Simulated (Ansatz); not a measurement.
CsGeI3 in space group R3m (No. 160; Cs on 3a, Ge on 3a, I on 9b), DFT-r²SCAN in the program Ansatz with PAW potentials. The conduction-band minimum lies at T, with 1 equivalent valley. Second derivatives d²E/dk² of the lowest band at one valley (eV·Å²), along Cartesian directions:

```csv
direction,d²E/dk²
[100],14.06
[010],14.06
[001],66.70
[110],14.06
[101],39.91
[011],40.06
```

Question: Find the principal effective masses, the density-of-states mass and the conductivity mass.

Answer: Off-diagonal terms follow from H_xy = H[110] − (H_xx + H_yy)/2, and m*/mₑ = 7.620 eV·Å² over each eigenvalue: 0.11, 0.54, 0.54. One valley's DOS mass (m₁m₂m₃)^(1/3) = 0.32, conductivity mass 3/(Σ 1/mᵢ) = 0.24 mₑ.

Question: What effective density of states Nc follows at 300 K for parabolic valleys?

Answer: Nc = 2.509e19 × 1 × (0.32)^(3/2) ≈ 4.5e18 cm⁻³.

The first step of the workflow began from a Materials Project structure, measured or hypothetical; the Crystallography Open Database files this formula in space group No. 160, but the cells were not matched. Whether it is the stable phase at ambient conditions was not checked. Symmetry was held in the r²SCAN relaxation; its stability against distortions is not shown here. Spin–orbit coupling is left out wherever it is not named.

Potentials: the later of the program's two PAW sets.

Edges and masses are those of Kohn–Sham bands, whose gap is no quasiparticle gap.
